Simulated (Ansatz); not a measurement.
Task: Name crystals whose computed values (DFT-PBEsol in the program Ansatz with PAW potentials) fall in these windows: B₀ by P(V) fit (GPa) 40 to 50; highest Γ mode, no LO–TO term (cm⁻¹) 220 to 280; G_Hill (GPa) 8.0 to 10.

Result: 

```csv
crystal,B₀ by P(V) fit (GPa),"highest Γ mode, no LO–TO term (cm⁻¹)",G_Hill (GPa)
"Mg2Sn, P6_3/mmc (Mg on 2a, Mg on 2d, Sn on 2c)",46.2,245,9.0
```
Others may fit too.

Standing as an ambient phase not checked: Mg2Sn, P6_3/mmc (Mg on 2a, Mg on 2d, Sn on 2c). Perhaps ordered models of mixed-site phases: Mg2Sn, P6_3/mmc (Mg on 2a, Mg on 2d, Sn on 2c). The cell was relaxed under the symmetry of its start. Spin–orbit coupling is left out wherever it is not named.

Potentials: the later of the program's two PAW sets.
